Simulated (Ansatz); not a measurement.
This cell of BeSe (zinc blende) is off equilibrium:

```
CELL_PARAMETERS angstrom
      0.00000     2.53159     2.59911
      2.53159     0.00000     2.59911
      2.53159     2.53159     0.00000
ATOMIC_POSITIONS crystal
  Se 0.75000 0.75000 0.75000
  Be 0.00000 0.00000 0.00000
```

These are PBE (plane waves to 420 eV, PAW, scalar-relativistic; Ansatz, a first-principles code) values and carry that method's errors. k mesh 11×11×11 (Γ-centred), Fermi-Dirac smearing 0.05 eV. Energies are smeared free energies. Stress and pressure are positive under compression. BeSe was relaxed with its symmetry unable to fall.

### Question
What is the stress tensor (GPa)?

### Answer
```
   4.05     0.00     0.00
   0.00     4.05     0.00
   0.00     0.00     1.83
```
The pressure, a third of the trace, is 3.31 GPa.

### Question
It is the relaxed cell deformed to V/V₀ = 0.960, (c/a)/(c/a)₀ = 1.027, c along z, fractional positions held. What is its energy relative to the relaxed cell?

### Answer
8.9 meV/atom.

(A scan under strain: stresses follow from slopes of the energy per volume, elastic moduli from its curvatures.)
